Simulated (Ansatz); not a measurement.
Space group P-62m (No. 189). a = 6.444 Å, b = 6.444 Å, c = 3.811 Å, α = 90.00°, β = 90.00°, γ = 120.00°
| atom | site | symmetry | x | y | z |
| --- | --- | --- | --- | --- | --- |
| Zr | 3f | m2m | 0.4164 | 0.4164 | 0.0000 |
| P | 2d | -6.. | 0.6667 | 0.3333 | 0.5000 |
| P | 1a | -62m | 0.0000 | 0.0000 | 0.0000 |
| Ru | 3g | m2m | 0.7552 | 0.7552 | 0.5000 |

Equation of state of this ZrPRu structure (not necessarily the ground state), with shape and atoms relaxed at each volume where symmetry leaves them free. It has no gap at any of these volumes. These are results of DFT r2SCAN, scalar-relativistic, plane waves, PAW (Ansatz), not measurements.

Settings: cutoff 500 eV, Γ-centred mesh 6×6×10 on the computed 9-atom cell, Gaussian smearing of 0.10 eV; no spin polarisation.

```tsv
V (Å³/atom)	E − E(largest V) (meV/atom)	P (GPa)
14.311	7.96	15.71
14.768	-24.33	7.20
15.225	-34.24	-0.02
15.682	-25.16	-6.15
16.138	0.00	-11.33
```

Task: Fit a third-order Birch–Murnaghan equation to E(V).

Result: V0 = 15.22 Å³/atom, B0 = 221 GPa, B0' = 4.5.

Cost: 5 runs of about 41 core-minutes in all, on Intel Xeon Processor @ 2.50GHz (Skylake/Cascade Lake) (shared hosts).